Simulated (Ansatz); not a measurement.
# SnClO in Ansatz, settings compared

Launch command:

```bash
ansatz run input.yaml --threads 1 --pin off --max-ram 2560MiB --backend cpu --events-out ev --progress --plain --runs-dir out
```

Input:

```yaml
crystal:
  lattice:
    - [3.950918, 0.0, 0.0]
    - [0.0, 3.950918, 0.0]
    - [0.0, 0.0, 6.696807]
  atoms:
    - { symbol: Cl, position: [0.0, 0.5, 0.635] }
    - { symbol: Cl, position: [0.5, 0.0, 0.365] }
    - { symbol: O, position: [0.0, 0.0, 0.0] }
    - { symbol: O, position: [0.5, 0.5, 0.0] }
    - { symbol: Sn, position: [0.0, 0.5, 0.18] }
    - { symbol: Sn, position: [0.5, 0.0, 0.82] }
  symmetry: { tolerance: 0.0003 }
kpoints:
  mp_grid: { grid: [5, 5, 3], shift: [0, 0, 0] }
magnetization:
  spin_polarized: false
scf:
  occupations: { method: cold, width: 0.0311 }
hamiltonian:
  pseudopotentials: { kind: paw }
  xc: pbe
basis:
  ecutwfc: 420
output:
  forces: true
  stress: true
  eigenvalues: true
```

Origin of the cell: a known structure type with other elements, at an estimated volume, so it need not be a known compound.

Output of this run (shortened):

```
Pseudopotentials: kind: paw
Pseudopotential: Cl, paw, valence charge 7, recommended cutoff 420 eV (normal), Cl.paw.azcp
Pseudopotential: O, paw, valence charge 6, recommended cutoff 420 eV (normal), O.paw.azcp
Pseudopotential: Sn, paw, valence charge 14, recommended cutoff 420 eV (normal), Sn.paw.azcp
Functional definition: PBE
  exchange = pbe_x(kappa = kappa, mu = beta*pi^2/3)
  correlation = pbe_c(beta = beta)
Crystal: 6 atoms, lattice volume = 104.536 Å³
Basis set: ecut = 420 eV, 2063 PW (Γ), exchange–correlation on 54×54×90 points (8 copies of the dense FFT grid, shifted against one another)
Bands: 33, of which v1, the nominal top of the filled ones, is band 27 counted from 1 (26 counted from 0)
Symmetry: 16 space group operations
Space group: P4/nmm (ITA 129), of the structure as read, at distance tolerance 1.4e-3 Å
[… 7 lines left out …]
Initial density: superposition of atomic densities (neutral atoms: chi_scale 0, normalization atom), corrected by the library's trained network
Functional: x = pbe(κ = 0.804, μ = 0.219515), c = pbe(β = 0.066725)
SCF iter   1: F=—  HF=-15343.017531 eV  Δρ=5.14e-3  dr2=3.85e-2
SCF iter   2: F=—  HF=-15343.012727 eV  S|Δr|=    0.00e0  Δρ=2.74e-3  dr2=1.42e-2  defer=17
SCF iter   3: F=—  HF=-15343.010874 eV  S|Δr|=    0.00e0  Δρ=6.47e-4  dr2=2.16e-3  defer=17
SCF iter   4: F=—  HF=-15343.010537 eV  S|Δr|=    0.00e0  Δρ=2.85e-4  dr2=3.80e-4  defer=17
SCF iter   5: F=—  HF=-15343.010483 eV  S|Δr|=    0.00e0  Δρ=1.07e-4  dr2=5.07e-5  defer=17
SCF iter   6: F=—  HF=-15343.010444 eV  S|Δr|=    0.00e0  Δρ=4.64e-5  dr2=6.98e-6  defer=17
SCF iter   7: F=—  HF=-15343.010444 eV  S|Δr|=    0.00e0  Δρ=1.88e-5  dr2=5.51e-7  defer=17
SCF iter   8: F=-15343.010444 eV  HF=-15343.010444 eV  S|Δr|=    0.00e0  Δρ=6.44e-6  dr2=5.64e-8
SCF 1 converged in 8 iterations: F = -15343.010444 eV  dr2 = 5.64e-8
SCF converged after 8 iterations
Stability not checked: this state was not tested for a lower state beside it, because cold or Methfessel-Paxton smearing, or corrected tetrahedra, fill the levels in a way that the test cannot read (fill_not_monotonic; […]
Free energy (F): -15343.010444 eV
Harris-Foulkes:  -15343.010444 eV  (|F-HF|=2.79e-8)
Internal energy: -15343.012160 eV  (E = F + TS)
E sigma→0 (E₀):  -15343.011016 eV
Entropy (-TS):   0.001716 eV (0.286 meV/atom)
Fermi energy:    8.145610 eV
--- Per-component energies (eV) ---
  E_band       = -202.254356
  E_kinetic    = 1039.821215
  E_local      = -3181.768817  (includes V_loc(G=0)·N_el)
  E_nonlocal   = 89.724442
  E_hartree    = 1624.884663
  E_xc         = -1123.891329
  E_vxc        = -620.654984  (∫ρ·V_xc dr)
  E_paw        = -9909.429180  (= ΣΔE_a)
  E_vpaw       = -779.152633  (= ΣTr[D̂ρ^β])
  E_aug_tail   = 0.004850  (compensation charges beyond the density's cutoff)
  E_ewald      = -3882.358005
  E_smearing   = 0.001716  (= −TS)
  Σ components = -15343.010444   (vs F -15343.010444, Δ=0.00e0)
--- Forces (eV/Å), atoms counted from 1 ---
  atom   1  Cl     0.000000     0.000000    -0.158689
  atom   2  Cl     0.000000     0.000000     0.158689
  atom   3  O      0.000000     0.000000    -0.000000
  atom   4  O      0.000000     0.000000     0.000000
  atom   5  Sn     0.000000     0.000000    -1.016865
  atom   6  Sn     0.000000     0.000000     1.016865
  max |Σ_I F_I| component: 2.22e-16 eV/Å
--- Stress (GPa, compression-positive) ---
       -4.141794       0.000000       0.000000
        0.000000      -4.141794       0.000000
        0.000000       0.000000       1.221823
  P = ⅓ Tr σ = -2.3539 GPa (-23.539 kbar)
```

The same input was run again with these changes:

1. `scf.n_extra_bands` default → 16; `scf.algorithm` default → direct_min; `hamiltonian.pseudopotentials` { kind: paw } → { kind: nc, accuracy: standard }
2. `scf.lower_state_search` default → "off"; `kpoints.mp_grid.grid` [5, 5, 3] → [6, 6, 4]
3. `scf.convergence.dr2_threshold` default → 0.0001
4. `hamiltonian.xc` pbe → r2scan; `magnetization` { spin_polarized: false } → { spin_polarized: true } (starts: small); typed moments: Cl1 0.2, Cl2 0.2, O3 0.2, O4 0.2, Sn5 0.2, Sn6 0.2

```json
{"run": "base", "end": "converged", "SCF iterations": "8", "P (GPa)": "-2.35", "max force component (eV/Å)": "1.017", "moment (μB)": "–", "ΔE(σ→0) (meV/atom)": "0"}
{"run": "1", "end": "converged", "SCF iterations": "8", "P (GPa)": "-4.57", "max force component (eV/Å)": "1.234", "moment (μB)": "–", "ΔE(σ→0) (meV/atom)": "–"}
{"run": "2", "end": "converged", "SCF iterations": "8", "P (GPa)": "-2.34", "max force component (eV/Å)": "0.990", "moment (μB)": "–", "ΔE(σ→0) (meV/atom)": "-1.09"}
{"run": "3", "end": "converged", "SCF iterations": "5", "P (GPa)": "-2.35", "max force component (eV/Å)": "1.018", "moment (μB)": "–", "ΔE(σ→0) (meV/atom)": "0.00"}
{"run": "4", "end": "converged", "SCF iterations": "20", "P (GPa)": "-5.91", "max force component (eV/Å)": "1.462", "moment (μB)": "0.06", "ΔE(σ→0) (meV/atom)": "–"}
```

Energies are compared only where functional, datasets, charge and starting cell are the same.

Caveats of the base run: no spin, though holes on the anions or broken bonds may carry moments; the k mesh is coarse if the cell is a metal.

Run 1: the cutoff lies below the datasets' advice.
Run 3: the SCF threshold is loose for forces; the printed levels are not confirmed.
Run 4: a starting moment was lost; the cutoff lies below the datasets' advice.

The base run took 3.7 s of wall time on 1 CPU thread(s) of a shared host, from the program's own first density.
